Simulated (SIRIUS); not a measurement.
# Parameter sweep on CdS (P6_3mc, 4 atoms in the cell; from Materials Project mp-672, lattice scaled a little)

```
CdS
1.0
    4.16509     0.00000     0.00000
   -2.08254     3.60707     0.00000
    0.00000     0.00000     6.77352
Cd S
2 2
Cartesian
  2.08255   1.20236   3.38825
  0.00000   2.40472   0.00149
  2.08255   1.20236   5.93889
  0.00000   2.40472   2.55213
```

Base run A: PBE, SSSP 1.1.2 efficiency PBE pseudopotentials (SIRIUS), self-consistent single point.

Its settings: parameters.ngridk = 6 6 4; parameters.xc_functionals = [XC_GGA_X_PBE, XC_GGA_C_PBE]; parameters.gk_cutoff = 8.062 1/bohr; parameters.pw_cutoff = 25.496 1/bohr; parameters.smearing = gaussian; parameters.smearing_width = 0.000367493 Ha; potentials = SSSP 1.1.2 efficiency PBE pseudopotentials; parameters.electronic_structure_method = pseudopotential; parameters.num_bands = 22; parameters.num_mag_dims = 0; parameters.num_dft_iter = 100; parameters.energy_tol = 1e-07 Ha; parameters.density_tol = 1e-06; mixer.type = anderson; mixer.beta = 0.3; mixer.use_hartree = false.

The structure comes from a collection of computed structures, made at another level of theory; the collection holds predicted forms beside known ones. Its lattice was then scaled.

ΔF is the free energy per atom less that of run A. 

A variant of run A gave: the free energy rises by 3.3 meV/atom, the pressure goes from 1.40 to 2.03 GPa, the largest force goes from 0.002 to 0.081 eV/Å and the gap on the mesh goes from 1.141 to 1.177 eV.

Problem. What was changed between the two runs?
A. lattice vector c scaled by 1.01
B. lattice vector c scaled by 0.99
C. lattice vector c scaled by 0.98
D. lattice vector c scaled by 1.02

Solution. B, lattice vector c scaled by 0.99. That run gave: ΔF (meV/atom) 3.3; pressure (GPa) 2.03; largest force (eV/Å) 0.081; gap on the mesh (eV) 1.177.

The base and the other variants:

```csv
change,ΔF (meV/atom),pressure (GPa),largest force (eV/Å),gap on the mesh (eV)
base,0.00,1.40,0.002,1.141
lattice vector c scaled by 0.98,8.9,2.71,0.176,1.210
lattice vector c scaled by 1.01,-1.31,0.83,0.063,1.105
lattice vector c scaled by 1.02,-0.81,0.30,0.114,1.070
```
